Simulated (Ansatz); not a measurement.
A film clamped to a substrate in BaTiO3

These are results of DFT r2SCAN, scalar-relativistic, plane waves, PAW in Ansatz, not measurements. Settings: plane waves to 500 eV, k-mesh 8×8×8 (Γ-centred), Gaussian smearing 0.05 eV. No spin polarisation. Energies are free energies at this smearing, counted from the undisturbed cell; pressure is positive in compression.

Zero of the scan (relaxed at this level; it needn't be the usual structure):

```
Ba Ti O
1.0
     3.97232    0.00000    0.00000
     0.00000    3.97232    0.00000
     0.00000    0.00000    4.11238
Ba Ti O
1 1 3
Direct
  0.00000 0.00000 0.99261
  0.50000 0.50000 0.47453
  0.50000 0.50000 0.03157
  0.50000 0.00000 0.51464
  0.00000 0.50000 0.51464
```

The cell (5 atoms, V0 = 64.89 Å³) is strained by p along both x and y and by q along z, fractional coordinates fixed. τp = (1/V0) ∂E/∂p = (σxx + σyy)(1 + p)(1 + q) and τq = (1/V0) ∂E/∂q = σzz(1 + p)², with tension positive.

```
     p q  ΔE (meV/atom)  τp (GPa)  τq (GPa)
 0.000   0.000           0.00      0.00      0.00
-0.030   0.000          33.84    -29.32     -6.87
 0.030   0.000          27.64     21.63      6.13
 0.000  -0.030          12.14     -6.83    -10.49
 0.000   0.030           9.94      6.18      7.79
```

**Question.** Get the second derivatives of the energy density.

**Answer.** Central differences give A = ∂τp/∂p = 849 GPa (C11 + C22 + 2 C12), C = ∂τq/∂q = 305 GPa (C33) and the cross term B = ∂τq/∂p = 217 GPa (C13 + C23); ∂τp/∂q = 217 GPa must equal B, and any difference shows higher-order terms. Steps this large leave an error of some per cent of A or C in all of these, which can swamp a small B. The ions are clamped.

**Question.** A film of this crystal grows with z along the normal on a substrate that imposes p. How does its thickness respond, and what does the misfit cost?

**Answer.** Count p and q from the stress-free cell. A free surface needs τq = 0, so q = −(B/C) p = -0.71 p. The energy density left is (A − B²/C) p²/2 = M p², with the biaxial modulus M = 348 GPa; a misfit of 1 % costs 2.82 meV/atom, against 3.44 meV/atom if the thickness were held.

Forces appear on the atoms along this scan, and letting them relax would lower the energy and soften the response.